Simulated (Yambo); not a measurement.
SnO$_{2}$ (space group Pnnm, No. 58), G0W0@PBEsol in Yambo with this input:

```
rim_cut
gw0
dyson
el_el_corr
HF_and_locXC
ppa
em1d
RandQpts= 1000000
RandGvec= 1 Ry
EXXRLvcs= 84 Ry
VXCRLvcs= 336 Ry
Chimod= "HARTREE"
% BndsRnXp
 1 | 242 |
%
NGsBlkXp= 7 Ry
% LongDrXp
 1.0 | 1.0 | 1.0 |
%
PPAPntXp= 27.2114 eV
% GbndRnge
 1 | 242 |
%
GTermKind= "BG"
DysSolver= "n"
ExtendOut
```

On a 2×2×4 mesh, with wavefunctions cut at 84 Ry, the gap (Γ → Γ) is 1.517 eV and the valence edge shifts by -0.535 eV.

What happens with this change: no random integration?

The gap falls by 0.040 eV, to 1.477 eV; the shift of the valence edge becomes -0.366 eV. Neither run is shown to be the converged limit.

The standard potential for Sn keeps a d shell in the valence without the s and p states of that shell. In tests on such compounds this moved G0W0 gaps by up to about 0.9 eV, so absolute quasiparticle energies here are unreliable; differences between settings are what counts.

Spin-orbit coupling is included.

Geometry of the Materials Project entry, not relaxed at this level; primitive cell a = 4.788 Å, b = 4.867 Å, c = 3.241 Å, α = β = γ = 90.00°.

This is not the ordinary phase of the substance; no match was found in the copy of COD used, and its stability was not checked.

A shift is the quasiparticle energy of the state minus its PBEsol energy.
